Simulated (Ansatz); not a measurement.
## Ho (hcp)

Method: LDA, scalar-relativistic; collinear spin; PAW, 420 eV, 14×14×8 k-mesh, Gaussian smearing of 0.05 eV; code Ansatz; PAW files: Ansatz's generated set soft_2.

```xyz
2
Lattice="3.4408 0.0000 0.0000 -1.7204 2.9798 0.0000 0.0000 0.0000 5.5503" Properties=species:S:1:pos:R:3 pbc="T T T"
Ho    0.0000    1.9866    4.1627
Ho    1.7204    0.9933    1.3876
```

Magnetic state: antiferromagnetic, site spin moments Ho 3.57, -3.57 μB.

The pressure at this geometry is -0.1 GPa.

Problem. Which orbitals carry the states at the Fermi level, and how many states are there?

Solution. Within 0.1 eV of it: Ho 4f 92 % (shares among the projected shells). The density of states at the Fermi level is about 25 states/eV per cell, averaged over 0.3 eV.

Density of states (tetrahedra, averaged over 0.3 eV; states/eV per cell of 2 atoms; energy in eV from the Fermi level):

| E (eV) | DOS |
| --- | --- |
| -5.20 | 0.0 |
| -4.90 | 0.1 |
| -4.60 | 0.2 |
| -4.30 | 0.2 |
| -4.00 | 0.3 |
| -3.70 | 0.3 |
| -3.40 | 0.4 |
| -3.10 | 16.9 |
| -2.80 | 4.0 |
| -2.50 | 20.8 |
| -2.20 | 7.5 |
| -1.90 | 1.7 |
| -1.60 | 1.6 |
| -1.30 | 1.8 |
| -1.00 | 2.1 |
| -0.70 | 2.4 |
| -0.40 | 12.1 |
| -0.10 | 17.8 |
| 0.20 | 20.0 |
| 0.50 | 4.6 |
| 0.80 | 3.1 |
| 1.10 | 1.4 |
| 1.40 | 1.7 |
| 1.70 | 3.6 |
| 2.00 | 3.7 |
| 2.30 | 3.5 |
| 2.60 | 2.8 |

Without a U the open 4f shell is pinned at the Fermi level, an artefact: in the real crystal it splits into occupied and empty levels away from it, and its large orbital moment is missing here. These numbers lack spin–orbit coupling. The run wasn't fully tested for a lower electronic state. The program found that the saved state from which it went on wasn't the lowest. Site moments are of spin, integrated over atomic spheres.

The state of the open shells isn't shown to be the lowest, and forces and pressures are less sure for it.
